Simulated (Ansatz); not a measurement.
The relaxed structure here is a generated cell of MgO: the first start was made by placing the elements on the sites of a structure type, and the end was not matched to a known phase here, so it may be hypothetical. Known forms of MgO include space group No. 225.

A structure of MgO relaxed with PBEsol (plane waves to 420 eV, PAW, scalar-relativistic; Ansatz, a first-principles code); single points at other levels follow on the same geometry (Ansatz, PAW; HSE06 at 420 eV on a 8×8×4 k-mesh; no spin-orbit coupling). Space group P4₂/mmc (No. 131).

```cif
data_Mg2O2
_chemical_formula_sum 'Mg2 O2'
_space_group_name_H-M_alt 'P42/mmc'
_space_group_IT_number 131
_space_group_name_Hall '-P 4c 2'
_cell_length_a 2.98951
_cell_length_b 2.98951
_cell_length_c 5.39181
_cell_angle_alpha 90.000
_cell_angle_beta 90.000
_cell_angle_gamma 90.000
loop_
_atom_site_label
_atom_site_type_symbol
_atom_site_symmetry_multiplicity
_atom_site_Wyckoff_symbol
_atom_site_fract_x
_atom_site_fract_y
_atom_site_fract_z
_atom_site_occupancy
Mg1 Mg 2 c 0.00000 0.50000 0.00000 1
O1 O 2 e 0.00000 0.00000 0.25000 1
```

```csv
level,gap (eV),kind,conduction minimum
PBEsol,1.18,indirect,Γ
HSE06,2.70,–,Γ
```

HSE06 gaps come from a coarse mesh plus a few chosen points, so they may be too large. No spin polarisation in the result.

The run could not lose the symmetry of its start, so the end can be a saddle point.

All atoms sit on sites fixed by symmetry, so only the cell could relax.
